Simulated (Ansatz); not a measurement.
LuFeC2 in space group Amm2 (No. 38; Lu on 2a, Fe on 2b, C on 4e), DFT-r²SCAN in the program Ansatz with PAW potentials, all energies at zero smearing, with the estimated change up to a 700 eV cutoff added, with one set of potentials and settings (totals compare only within such a set). Cell of 4 atoms (1 Lu, 1 Fe, 2 C): -19734.009 eV.

```csv
element,reference phase,E (eV/atom)
Lu,"P6_3/mmc, 2 atoms in the cell",-14743.6978
Fe,"Im-3m, 1 atoms in the cell, spin-polarised",-4485.8961
C,"P6_3/mmc, 4 atoms in the cell",-251.6711
```

Formation energy per atom, worked out: (-19734.009 − 1×(-14743.6978) − 1×(-4485.8961) − 2×(-251.6711))/4 = -0.268 eV/atom (-26 kJ per mol of atoms), at 0 K, without zero-point energy or fitted corrections.

The first step of the workflow began from a Materials Project structure, measured or hypothetical; the Crystallography Open Database copy checked does not list it. Whether it is the stable phase at ambient conditions was not checked. The cell was relaxed with r²SCAN under the symmetry of its start; whether a distortion lowers the energy is not shown. Spin order of the final state: ferromagnetic, the only order run, not a proven ground state. The cell computed holds one magnetic atom, so no antiferromagnetic order was within reach. Other orbital occupations within this spin state were not tried. The references are the lowest solids computed at this level, not always the standard phases. Spin–orbit coupling is left out wherever it is not named.

Potentials: the later of the program's two PAW sets.
